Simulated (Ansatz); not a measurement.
**MgB$_{2}$: a fit and a missing row**

MgB$_{2}$, P6/mmm, a = 3.069 Å, c = 3.508 Å. The structure is a COD entry; whether it is the stable form wasn't checked. Ansatz: r2SCAN, PAW, 500 eV, Γ-centred 18×18×12 mesh on 3 atoms, Gaussian smearing 0.10 eV; no spin polarisation. Shape and atoms are relaxed at each volume; pressure is positive in compression.

| V (Å³/atom) | P (GPa) |
| --- | --- |
| 8.969 | 10.33 |
| 9.255 | 4.81 |
| 9.541 | 0.02 |
| 9.828 | ? |
| 10.114 | -7.75 |

**Question.** Take V0 = 9.541 Å³/atom, count pressures from its P0 = 0.02 GPa, fit the third-order Birch–Murnaghan form to the other rows, and predict the missing pressure.

**Answer.** With the Eulerian strain f = ½[(V0/V)^(2/3) − 1] and y = (P − P0)/[3f(1 + 2f)^(5/2)], the form is the line y = B0 + 1.5 B0 (B0′ − 4) f. Rows (f, y): 0.02104, 147.3; 0.01025, 148.1; -0.01907, 149.7. Means f = 0.004073, y = 148.37; Σ(Δf)² = 0.0008616, ΣΔfΔy = -0.05060; the slope is their ratio. y = 148.6 − 58.73 f GPa, so B0 = 148.6 GPa and B0′ = 4 + 2 × (-58.73)/(3 × 148.6) = 3.74. At V = 9.828, f = -0.00978, y = 149.17 and P = -4.15 GPa. The run gave -4.13 GPa, so the fit is 0.02 GPa too low, a small miss on the scale of the series.

Cost: 5 runs of about 3 core-minutes in all, on Arm Neoverse V1 (shared hosts).